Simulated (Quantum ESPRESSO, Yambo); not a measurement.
KF (rock salt, space group Fm-3m, No. 225) under isotropic strain (on all lattice vectors), counted from the cell relaxed with PBEsol, atoms relaxed at each step. norm-conserving PBEsol (Quantum ESPRESSO, 84 Ry, without SOC); G0W0 in Yambo (4×4×4 Γ-centred k mesh, 140 bands and a 14 Ry block in the screening, 140 bands in G with the Bruneval-Gonze terminator, plasmon pole fitted at 27.2 eV).

| strain s (%) | PBEsol direct gap at Γ (eV) | G0W0 direct gap at Γ (eV) |
|---|---|---|
| -3 | 6.679 | 10.488 |
| -1.5 | 6.421 | 10.239 |
| -0.7 | 6.291 | 10.142 |
| 0 | 6.181 | 10.021 |
| +1 | 6.031 | 9.896 |
| +2 | ? | ? |

Q: Fit a parabola in s to each column by least squares and predict the withheld row.

A: PBEsol: E = 6.181 − 0.1541 s + 0.0040 s² (largest residual 0 meV), giving 5.889 eV at s = +2; the run gave 5.888 eV, a miss of 1 meV. G0W0: E = 10.029 − 0.1385 s + 0.0047 s² (largest residual 14 meV), giving 9.771 eV at s = +2; the run gave 9.734 eV, a miss of 36 meV. The withheld row lies outside the fitted range, so this is an extrapolation. The GW settings are held fixed; their convergence isn't established. The screening block changes size along the series (229 vectors at -3 %, 229 vectors at -1.5 %, 259 vectors at -0.7 %, 259 vectors at +0 %, 283 vectors at +1 %, 283 vectors at +2 %), which puts steps into the G0W0 values.
